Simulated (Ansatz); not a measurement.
CdS (zinc blende), conventional cell a = b = c = 5.878 Å, α = β = γ = 90.00°. The calculation uses the primitive cell of 2 atoms, to which meshes and values per cell refer.

Equation-of-state scan: isotropic scaling of the cell above, V₀ being its volume. Symmetry pins the atoms to their sites.

Calculation: r2SCAN (plane waves to 500 eV, PAW, scalar-relativistic; Ansatz, an electronic-structure program). k mesh 10×10×10 (Γ-centred), Fermi-Dirac smearing 0.05 eV. Energies are smeared free energies. CdS was relaxed with its symmetry unable to fall. The zero of ΔE is the relaxed starting cell.

| V (Å³/atom) | ΔE (meV/atom) |
|---|---|
| 21.322 | 168.4 |
| 22.338 | 87.1 |
| 23.353 | 35.7 |
| 24.368 | 8.3 |
| 25.384 | 0.0 |
| 26.399 | 7.1 |
| 27.414 | 26.7 |
| 28.430 | 56.1 |
| 29.445 | 93.5 |

### Question
What is the fitted pressure derivative B₀′?

### Answer
4.5.

### Question
What bulk modulus B₀ follows from a third-order Birch-Murnaghan fit?

### Answer
60.4 GPa. Check by three points about V = 25.384 Å³/atom, step 1.015: d²E/dV² ≈ (8.3 − 2·0.0 + 7.1) meV / 1.015² = 0.0149 eV/Å⁶, and V·d²E/dV² × 160.2 = 60.8 GPa.

(Under strain, the slope of the energy per volume gives the stress and its curvature an elastic modulus.)
